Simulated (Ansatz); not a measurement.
LuAl₂:
```xyz
6
Lattice="0.0000 3.8517 3.8517 3.8517 0.0000 3.8517 3.8517 3.8517 0.0000" Properties=species:S:1:pos:R:3 pbc="T T T"
Lu     0.0000     0.0000     0.0000
Lu     1.9258     1.9258     1.9258
Al     4.8146     4.8146     4.8146
Al     4.8146     2.8888     2.8888
Al     2.8888     2.8888     4.8146
Al     2.8888     4.8146     2.8888
```

Relaxed with r²SCAN. Special points in fractions of this cell's reciprocal vectors: Γ (0.000, 0.000, 0.000); X (0.500, 0.000, 0.500); U (0.625, 0.250, 0.625); K (0.375, 0.375, 0.750); L (0.500, 0.500, 0.500); W (0.500, 0.250, 0.750).

List the band energies nearest the Fermi level at these points for plane-wave PAW r²SCAN (Ansatz code).

In eV from the Fermi level; about four levels below and three above (degenerate sets whole), none deeper than 8.9 eV; points with the same levels are listed once.

```json
[
 {"k": "Γ", "below": "-2.65 -2.65 -2.65 -2.11 -2.11 -0.01", "above": "2.70 2.70 2.70"},
 {"k": "X", "below": "-4.16 -4.16 -4.08 -4.08", "above": "0.27 0.27 1.02 1.02"},
 {"k": "U", "below": "-1.92 -0.88 -0.71 -0.04", "above": "0.98 1.22 1.74"},
 {"k": "L", "below": "-1.97 -1.97 -0.61 -0.09 -0.09", "above": "2.11 2.21 2.21"},
 {"k": "W", "below": "-1.92 -1.92 -1.56 -1.56", "above": "0.62 0.62 1.57 1.57"}
]
```

Space group Fd-3m (cubic Laves (MgCu2 type)). The first step of the workflow began from a Materials Project structure, measured or hypothetical; the Crystallography Open Database copy checked does not list it. Whether it is the stable phase at ambient conditions was not checked. The cell was relaxed with r²SCAN under the symmetry of its start; whether a distortion lowers the energy is not shown. Scalar-relativistic: spin–orbit coupling is off unless named, which matters more the heavier the elements.

Potentials: the later of the program's two PAW sets.
